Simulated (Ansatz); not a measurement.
**Property card for AlCo**

AlCo (rock salt, Fm-3m), a = b = c = 4.732 Å, α = β = γ = 90.00°; the cell used has 2 atoms.

Space group Fm-3m (No. 225), rock salt; conventional cell a = 4.7321 Å, b = 4.7321 Å, c = 4.7321 Å, α = 90.00°, β = 90.00°, γ = 90.00°.

Method: plane-wave PAW PBEsol (Ansatz code). Geometry: relaxed at this level of theory. Other levels are named where they apply.

**Cell and energy**

- Volume per atom: 13.25 Å³
- Density: 5.39 g/cm³
- Formation energy from the elements (no fitted shifts): 0.27 eV/atom

**Electronic structure**

Electronic character: metallic (no gap)
Density of states at the Fermi level: 0.47 states/eV per atom (mean over ±0.08 eV)

**Magnetism**

- Magnetic order: non-magnetic (starting moments vanished)

**Mechanics**

* **Bulk modulus (Birch–Murnaghan fit)**: 132 GPa
* **Pressure derivative B′**: 4.1
* **Elastic constants (relaxed ions, GPa)**: C11 = 302, C12 = 46.1, C44 = -87.9
* **Mechanical stability**: unstable (C has a negative eigenvalue)

**Phonons**

- Highest zone-centre frequency = 333 cm⁻¹
- Zone-centre stability = no imaginary mode at Γ

The start of the workflow was typed in or built on a structure type; neither database checked (COD, Materials Project) lists it. Its standing as an ambient phase is unchecked. The PBEsol relaxation kept the symmetry of its start. The workflow began spin-polarised and lost its moments. Its formation energy is positive at this level, so the cell may be metastable or incomplete. As this level gives no gap, shear constants depend on the k-mesh and smearing (Fermi–Dirac, 0.1 eV here). As this level gives no gap, phonon frequencies hold no LO–TO term and depend on the k-mesh and smearing (Fermi–Dirac, 0.1 eV here). On the denser mesh and wider smearing of the elastic run this cell carries a stress of 0.3 GPa. The references are the lowest solids computed at this level, not always the standard phases.

Potentials: the later of the program's two PAW sets.
